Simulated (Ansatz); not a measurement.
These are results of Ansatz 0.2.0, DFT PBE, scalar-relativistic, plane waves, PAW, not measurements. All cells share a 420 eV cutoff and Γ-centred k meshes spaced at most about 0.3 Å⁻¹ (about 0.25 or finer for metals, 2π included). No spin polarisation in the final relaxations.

These are static total energies at zero pressure.

Two forms of ScB₂Sb₃ were relaxed alike.

1.

```
Sc B Sb
1.0
     3.13878    1.81217    4.65596
    -3.13878    1.81217    4.65596
     0.00000   -3.62435    4.65596
Sc B Sb
1 2 3
Direct
  0.00000 0.00000 0.00000
  0.29249 0.29249 0.29249
  0.70751 0.70751 0.70751
  0.00000 0.50000 0.00000
  0.00000 0.00000 0.50000
  0.50000 0.00000 0.00000
```

2.

```
Sc B Sb
1.0
    -2.41147    3.06325    5.83826
     2.41147   -3.06325    5.83826
     2.41147    3.06325   -5.83826
Sc B Sb
1 2 3
Direct
  0.00000 0.50000 0.50000
  0.32325 0.32325 0.00000
  0.67675 0.67675 0.00000
  0.85432 0.85432 0.00000
  0.14568 0.14568 0.00000
  0.50000 0.50000 0.00000
```

Question: Which is lower in energy, and by how much?

Answer: Cell 2 is lower, by 128 meV/atom. Cell 1 has space group R-3m (No. 166), 26.5 Å³/atom and no gap on its mesh; cell 2 has space group Immm (No. 71), 28.8 Å³/atom and no gap. Counting Sb atoms around B and Sc (those within 1.25 times the shortest such distance or 1.15 times the sum of covalent radii, 1.27 where that leaves under three), cell 1 has Sc 6, B 3 and cell 2 has Sc 6, B 2. The lower one is the more open, so pressure narrows the difference. Even the lower one lies +0.96 eV/atom against the reference forms of the elements (uncorrected), so neither is stable at this level. Both come from invented guesses. A third cell relaxed alike, in Pm, lies 0.57 eV/atom below the lower of the two.

These runs have no spin–orbit coupling, which can matter for Sb. Cells relaxed within their symmetry can be saddle points.
